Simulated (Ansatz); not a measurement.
CuAu:
```yaml
crystal:
  lattice:
    - [2.87948, 0.00000, 0.00000]
    - [0.00000, 2.87948, 0.00000]
    - [0.00000, 0.00000, 3.50449]
  atoms:
    - { symbol: Cu, position: [0.50000, 0.50000, 0.50000] }
    - { symbol: Au, position: [0.00000, 0.00000, 0.00000] }
```

Relaxed with r²SCAN. Special points in fractions of this cell's reciprocal vectors: Γ (0.000, 0.000, 0.000); X (0.000, 0.500, 0.000); M (0.500, 0.500, 0.000); Z (0.000, 0.000, 0.500); R (0.000, 0.500, 0.500); A (0.500, 0.500, 0.500).

Q: List the band energies nearest the Fermi level at these points for r²SCAN with spin–orbit coupling in the plane-wave PAW code Ansatz.

A: In eV from the Fermi level; about four levels below and three above (degenerate sets whole), none deeper than 8.9 eV; points with the same levels are listed once.

```csv
k,below,above
Γ,-1.73 -1.73 -1.35 -1.35,3.23 3.23 9.08 9.08
X,-1.17 -1.17 -0.53 -0.53,10.19 10.19 11.08 11.08
M,-1.27 -1.27 -0.21 -0.21,0.62 0.62 4.62 4.62
Z,-2.27 -2.27 -2.20 -2.20,13.71 13.71 14.30 14.30
R,-1.42 -1.42 -0.65 -0.65,2.67 2.67 4.95 4.95
A,-2.02 -2.02 -1.90 -1.90,4.68 4.68 5.45 5.45
```

Space group P4/mmm (L1₀ or tetragonal B2). Its axis ratio c/a = 1.22 departs by over 6 % from that of the usual cell of this phase: another minimum, or an error of the functional. The cell was relaxed with r²SCAN under the symmetry of its start; whether a distortion lowers the energy is not shown. The run is not spin-polarised.

Potentials: the earlier of the program's two PAW sets.
